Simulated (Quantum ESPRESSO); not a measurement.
# Nb2ZrF2O6: input and log of a self-consistent run

Simulated, not a measurement. The program is pw.x of Quantum ESPRESSO 7.5 (plane-wave density functional theory). The cell is made up: 11 atoms on a rutile lattice with one site empty, with randomly drawn elements, strain and displacements, not relaxed. PseudoDojo standard norm-conserving files (v0.5 for PBE, v0.4.1 for LDA and PBEsol) set the functional; there is no spin polarisation, spin-orbit coupling or dispersion term, and the masses in the input are unused placeholders.

Input:

```
&control calculation='scf', pseudo_dir='./dojo.nc.sr.pbe.v0_5.standard.upf', outdir='./o', disk_io='low', tprnfor=.true., tstress=.true. /
&system ibrav=0, nat=11, ntyp=4, nbnd=50, ecutwfc=107.82251126, nosym=.true., tot_charge=0,
 occupations='smearing', smearing='fd', degauss=0.0018374661
/
&electrons conv_thr=7.350e-09, electron_maxstep=60, /
ATOMIC_SPECIES
F 1.0 F.upf
Nb 1.0 Nb.upf
O 1.0 O.upf
Zr 1.0 Zr.upf
CELL_PARAMETERS angstrom
5.03 0.0 0.0
0.0 5.03 0.0
0.0 0.0 6.7135
ATOMIC_POSITIONS angstrom
Nb -0.0805 0.1794 0.2883
Zr 0.1336 -0.0465 3.3069
Nb 2.438 2.519 4.9901
F 1.5262 1.4217 0.1142
O 3.633 3.4612 0.0403
O 4.137 0.9546 1.7762
O 1.0546 3.9938 1.7477
O 1.6301 1.7938 3.3435
O 3.4069 3.5136 3.2725
F 4.0801 1.0304 5.1193
O 0.9577 3.9709 5.002
K_POINTS automatic
6 6 5 1 1 1
```

The log is shortened where brackets say so; the opening notice, blank lines, dates and the lines on written files are dropped, and the path of the files is cut. It prints rydbergs, bohrs and kilobars, and counts compression as positive stress. With no partly filled state, the Fermi energy that it prints is only some level between the filled and the empty states on the mesh, and need not lie in the true gap.

```
     Program PWSCF v.7.5
     Parallel version (MPI & OpenMP), running on       4 processor cores
     Number of MPI processes:                 4
     Threads/MPI process:                     1
     [start-up lines left out]
     bravais-lattice index     =            0
     lattice parameter (alat)  =       9.5053  a.u.
     unit-cell volume          =    1146.2558 (a.u.)^3
     number of atoms/cell      =           11
     number of atomic types    =            4
     number of electrons       =        88.00
     number of Kohn-Sham states=           50
     kinetic-energy cutoff     =     107.8225  Ry
     charge density cutoff     =     431.2900  Ry
     scf convergence threshold =      7.3E-09
     mixing beta               =       0.7000
     number of iterations used =            8  plain     mixing
     Exchange-correlation= PBE
                           (   1   4   3   4   0   0   0)
     [axes and pseudopotential details left out]
   Cartesian axes
     site n.     atom                  positions (alat units)
         1        Nb     tau(   1) = (  -0.0160040   0.0356660   0.0573161  )
         2        Zr     tau(   2) = (   0.0265606  -0.0092445   0.6574354  )
         3        Nb     tau(   3) = (   0.4846918   0.5007952   0.9920676  )
         4        F      tau(   4) = (   0.3034195   0.2826441   0.0227038  )
         5        O      tau(   5) = (   0.7222664   0.6881113   0.0080119  )
         6        O      tau(   6) = (   0.8224652   0.1897813   0.3531213  )
         7        O      tau(   7) = (   0.2096620   0.7939960   0.3474553  )
         8        O      tau(   8) = (   0.3240755   0.3566203   0.6647117  )
         9        O      tau(   9) = (   0.6773161   0.6985288   0.6505964  )
        10        F      tau(  10) = (   0.8111531   0.2048509   1.0177535  )
        11        O      tau(  11) = (   0.1903976   0.7894433   0.9944334  )
     number of k points=    90  Fermi-Dirac smearing, width (Ry)=  0.0018
                       cart. coord. in units 2pi/alat
        k(    1) = (   0.0833333   0.0833333   0.0749237), wk =   0.0222222
        k(    2) = (   0.0833333   0.0833333   0.2247710), wk =   0.0222222
     [further k points left out]
     Dense  grid:   173431 G-vectors     FFT dimensions: (  64,  64,  90)
     Estimated max dynamical RAM per process >     635.76 MB
     Estimated total dynamical RAM >       2.36 GB
     Initial potential from superposition of free atoms
     starting charge      87.9930, renormalised to      88.0000
     Starting wfcs are   62 randomized atomic wfcs
     total cpu time spent up to now is       27.4 secs
     per-process dynamical memory:   526.7 Mb
     Self-consistent Calculation
     iteration #  1     ecut=   107.82 Ry     beta= 0.70
     Davidson diagonalization with overlap
     ethr =  1.00E-02,  avg # of iterations =  2.0
     total cpu time spent up to now is       76.4 secs
     total energy              =    -643.39779779 Ry
     estimated scf accuracy    <       7.86465230 Ry
     iteration #  2     ecut=   107.82 Ry     beta= 0.70
     Davidson diagonalization with overlap
     ethr =  8.94E-03,  avg # of iterations =  6.0
     total cpu time spent up to now is      162.7 secs
     total energy              =    -636.97325924 Ry
     estimated scf accuracy    <      98.25034497 Ry
     iteration #  3     ecut=   107.82 Ry     beta= 0.70
     Davidson diagonalization with overlap
     ethr =  8.94E-03,  avg # of iterations =  6.0
     total cpu time spent up to now is      238.5 secs
     total energy              =    -647.85071149 Ry
     estimated scf accuracy    <       3.01781649 Ry
     iteration #  4     ecut=   107.82 Ry     beta= 0.70
     Davidson diagonalization with overlap
     ethr =  3.43E-03,  avg # of iterations =  2.0
     total cpu time spent up to now is      294.4 secs
     total energy              =    -648.04896924 Ry
     estimated scf accuracy    <       0.89963918 Ry
     iteration #  5     ecut=   107.82 Ry     beta= 0.70
     Davidson diagonalization with overlap
     ethr =  1.02E-03,  avg # of iterations =  1.0
     total cpu time spent up to now is      339.5 secs
     total energy              =    -647.95739853 Ry
     estimated scf accuracy    <       0.53543037 Ry
     [iterations 6 to 16 left out]
     iteration # 17     ecut=   107.82 Ry     beta= 0.70
     Davidson diagonalization with overlap
     ethr =  1.44E-09,  avg # of iterations =  2.3
     total cpu time spent up to now is     1054.5 secs
     total energy              =    -648.00265539 Ry
     estimated scf accuracy    <       0.00000057 Ry
     iteration # 18     ecut=   107.82 Ry     beta= 0.70
     Davidson diagonalization with overlap
     ethr =  6.42E-10,  avg # of iterations =  2.0
     total cpu time spent up to now is     1107.0 secs
     total energy              =    -648.00265544 Ry
     estimated scf accuracy    <       0.00000007 Ry
     iteration # 19     ecut=   107.82 Ry     beta= 0.70
     Davidson diagonalization with overlap
     ethr =  7.48E-11,  avg # of iterations =  5.0
     total cpu time spent up to now is     1173.6 secs
     total energy              =    -648.00265546 Ry
     estimated scf accuracy    <       0.00000002 Ry
     iteration # 20     ecut=   107.82 Ry     beta= 0.70
     Davidson diagonalization with overlap
     ethr =  2.36E-11,  avg # of iterations =  2.2
     total cpu time spent up to now is     1226.4 secs
     total energy              =    -648.00265546 Ry
     estimated scf accuracy    <          8.3E-09 Ry
     iteration # 21     ecut=   107.82 Ry     beta= 0.70
     Davidson diagonalization with overlap
     ethr =  9.43E-12,  avg # of iterations =  4.5
     total cpu time spent up to now is     1282.8 secs
     End of self-consistent calculation
          k = 0.0833 0.0833 0.0749 ( 21669 PWs)   bands (ev):
   -50.7963 -50.5522 -43.1308 -26.9836 -26.8046 -26.7385 -26.6190 -26.4924
   -26.4220 -21.3538 -21.2698 -21.0083 -18.7281 -17.8354 -11.8425 -10.9979
   -10.6408 -10.2899  -9.8225  -9.5374  -1.5402  -1.0053  -0.6290  -0.2664
     0.4346   0.7052   1.1422   1.6313   2.0538   2.1686   2.4713   2.7491
     2.7979   3.0483   3.3716   3.5794   3.7376   3.9091   4.3007   4.4668
     4.7393   4.9094   5.5021   5.5724   7.2695   7.3488   7.4629   7.5800
     7.9426   8.3087
     [levels at the other k points left out]
     the Fermi energy is     6.3605 ev
!    total energy              =    -648.00265546 Ry
     estimated scf accuracy    <          3.3E-09 Ry
     smearing contrib. (-TS)   =      -0.00000000 Ry
     internal energy E=F+TS    =    -648.00265546 Ry
     The total energy is F=E-TS. E is the sum of the following terms:
     one-electron contribution =    -256.65492968 Ry
     hartree contribution      =     165.69613382 Ry
     xc contribution           =    -142.94669596 Ry
     ewald contribution        =    -414.09716364 Ry
     convergence has been achieved in  21 iterations
     Forces acting on atoms (cartesian axes, Ry/au):
     atom    1 type  2   force =    -0.04921576   -0.20647291    0.13196886
     atom    2 type  4   force =     0.02012466   -0.09656593   -0.04282227
     atom    3 type  2   force =    -0.02339336    0.16936488   -0.20716801
     atom    4 type  1   force =    -0.00952590   -0.00314906   -0.05500168
     atom    5 type  3   force =     0.04148702    0.09552129   -0.08731949
     atom    6 type  3   force =     0.05372739   -0.04395355   -0.08245561
     atom    7 type  3   force =    -0.11615243    0.14587095   -0.04418853
     atom    8 type  3   force =    -0.00608877   -0.05878524    0.17242099
     atom    9 type  3   force =     0.04031593    0.01496052    0.16852274
     atom   10 type  1   force =    -0.00090132   -0.00035725    0.01714136
     atom   11 type  3   force =     0.04962255   -0.01643371    0.02890165
     Total force =     0.532402     Total SCF correction =     0.000120
     Computing stress (Cartesian axis) and pressure
          total   stress  (Ry/bohr**3)                   (kbar)     P=     -213.55
  -0.00116981  -0.00027749  -0.00016884         -172.08      -40.82      -24.84
  -0.00027749  -0.00145503  -0.00005354          -40.82     -214.04       -7.88
  -0.00016884  -0.00005354  -0.00173017          -24.84       -7.88     -254.52
     init_run     :     25.65s CPU     27.28s WALL (       1 calls)
     electrons    :   1245.11s CPU   1255.44s WALL (       1 calls)
     forces       :      8.52s CPU      8.52s WALL (       1 calls)
     stress       :     28.96s CPU     28.97s WALL (       1 calls)
     [timing details left out]
     PWSCF        :  21m48.62s CPU  22m 0.72s WALL
     JOB DONE.
```

In other units: free energy -8816.525 eV for the cell, pressure -21.35 GPa, largest force component 5.327 eV/Å. This run is the check on a run of the same cell at a cutoff of 1143 eV and k mesh 4 x 4 x 3: rerunning at a cutoff of 1467 eV and k mesh 6 x 6 x 5 moved values by no more than 0.004 eV in energy, 0.04 GPa in stress and 0.002 eV/Å in force.